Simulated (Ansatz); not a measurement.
**Relaxing a structure of Mg**

The start is a relaxed Mg cell shaken by Gaussian noise of σ = 0.08 Å a coordinate. The cell and all atomic positions are relaxed at zero pressure with PBE (plane waves to 420 eV, PAW, scalar-relativistic; Ansatz, a program for electronic structure). The first steps use a coarse 6×6×6 k-mesh.

Starting cell:
```
Mg
1.0
    5.72547     0.00000     0.00000
    0.00000     5.72547     0.00000
    0.00000     0.00000     5.72547
Mg
8
Direct
  0.22630   0.99589   0.50364
  0.76073   0.97670   0.49227
  0.99105   0.48256   0.26112
  0.00406   0.48048   0.76188
  0.49635   0.24610   0.00989
  0.51241   0.74312   0.99063
  0.99804   0.01770   0.01651
  0.48098   0.50983   0.49800
```

```yaml
energy_released: 0.02 eV/atom
relative_to_the_parent: It relaxes back to the parent, Pm-3n (No. 223)
Shortest distances (start → end): "The closest pairs of elements (up to four, under 3.6 Å), start → end: Mg–Mg 2.67 → 2.86 Å"
band_gap_at_the_end: zero (metallic)
optimiser_moves: 9
```

Final values are on a 8×8×8 k-mesh of the relaxed cell. No spin polarisation in the result.

The relaxed structure here is a generated cell of Mg: the first start was made by placing the elements on the sites of a structure type, and the end was not matched to a known phase here, so it may be hypothetical. Known forms of Mg include space group No. 194.
